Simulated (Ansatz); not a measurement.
Ag (fcc (Cu type), space group No. 225) at seven volumes, the program Ansatz at the PBEsol level (PAW), scaled uniformly. One row is withheld.

```
V (Å³/atom)  P (GPa)
-----------  -------
15.147         14.54
15.646             ?
16.146          3.91
16.645          0.01
17.145         -3.19
17.644         -5.82
18.143         -7.95
```

Question: Fit the shown pressures and predict the withheld one.

Answer: P = (3/2)B₀(x^(7/2) − x^(5/2))[1 + (3/4)(B′ − 4)(x − 1)] with x = (V₀/V)^(2/3). Least squares on the six rows gives V₀ = 16.646 Å³/atom, B₀ = 118 GPa, B′ = 5.68. At V = 15.646, x = 1.0422 and P = 8.72 GPa. The run itself gave 8.68 GPa.

Space group Fm-3m (fcc (Cu type)). The PBEsol relaxation kept the symmetry of its start. The run is not spin-polarised.

Potentials: the later of the program's two PAW sets.
